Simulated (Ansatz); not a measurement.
Given:

ScIr:
```cif
data_IrSc
_chemical_formula_sum 'Sc1 Ir1'
_space_group_name_H-M_alt 'P 1'
_space_group_IT_number 1
_cell_length_a 3.21195
_cell_length_b 3.21195
_cell_length_c 3.21195
_cell_angle_alpha 90.000
_cell_angle_beta 90.000
_cell_angle_gamma 90.000
loop_
_space_group_symop_operation_xyz
  'x, y, z'
loop_
_atom_site_label
_atom_site_type_symbol
_atom_site_fract_x
_atom_site_fract_y
_atom_site_fract_z
_atom_site_occupancy
Sc1 Sc 0.50000 0.50000 0.50000 1
Ir1 Ir 0.00000 0.00000 0.00000 1
```

This is the r²SCAN-relaxed structure.

All from the program Ansatz at the r²SCAN level (PAW), unless another level is named. Estimate the density of states at the Fermi level.

0.14 states/eV per atom (mean over ±0.08 eV).

Give the formation energy from the elements (no fitted shifts).

-1.15 eV/atom.

Space group Pm-3m (CsCl type). The workflow started from a Materials Project entry (that database holds measured and hypothetical structures alike); the Crystallography Open Database files this formula in space group No. 221, but the cells were not matched. Whether it is the stable phase at ambient conditions was not checked. The cell was relaxed with r²SCAN under the symmetry of its start; whether a distortion lowers the energy is not shown. The run is not spin-polarised. The references are the lowest solids computed at this level, not always the standard phases. Scalar-relativistic: spin–orbit coupling is off unless named, which matters more the heavier the elements.

Potentials: the later of the program's two PAW sets.
